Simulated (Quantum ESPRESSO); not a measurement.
```cif
data_Ba4O4
_chemical_formula_sum 'O4 Ba4'
_space_group_name_H-M_alt 'Fm-3m'
_space_group_IT_number 225
_space_group_name_Hall '-F 4 2 3'
_cell_length_a 5.40327
_cell_length_b 5.40327
_cell_length_c 5.40327
_cell_angle_alpha 90.000
_cell_angle_beta 90.000
_cell_angle_gamma 90.000
loop_
_atom_site_label
_atom_site_type_symbol
_atom_site_symmetry_multiplicity
_atom_site_Wyckoff_symbol
_atom_site_fract_x
_atom_site_fract_y
_atom_site_fract_z
_atom_site_occupancy
O1 O 4 b 0.50000 0.50000 0.50000 1
Ba1 Ba 4 a 0.00000 0.00000 0.00000 1
```
(The calculation used a cell of 2 atoms; values per cell refer to that cell.)

The PBEsol cell relaxed from Materials Project entry mp-1342 was given an isotropic strain of -1.5 % on all lattice vectors, and the atoms were relaxed again.

Q: What does PBEsol (Quantum ESPRESSO, PseudoDojo norm-conserving, 84 Ry, no spin-orbit coupling) give for the electronic structure near the Fermi level?

A: The PBEsol gap is direct, 1.66 eV at X.
